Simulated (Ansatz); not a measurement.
TiAl (L1₀ or tetragonal B2, P4/mmm) at seven volumes, plane-wave PAW r²SCAN (Ansatz code), shape and atoms relaxed at each. One row is withheld.

```tsv
V (Å³/atom)	P (GPa)
14.609	13.70
15.090	8.45
15.572	?
16.054	0.01
16.535	-3.37
17.017	-6.28
17.498	-8.80
```

Task: Fit the shown pressures and predict the withheld one.

Result: P = (3/2)B₀(x^(7/2) − x^(5/2))[1 + (3/4)(B′ − 4)(x − 1)] with x = (V₀/V)^(2/3). Least squares on the six rows gives V₀ = 16.055 Å³/atom, B₀ = 121 GPa, B′ = 3.89. At V = 15.572, x = 1.0206 and P = 3.92 GPa. The run itself gave 3.92 GPa.

The cell was relaxed with r²SCAN under the symmetry of its start; of distortions, only those at the zone centre were tested. The run is not spin-polarised.

Potentials: the later of the program's two PAW sets.
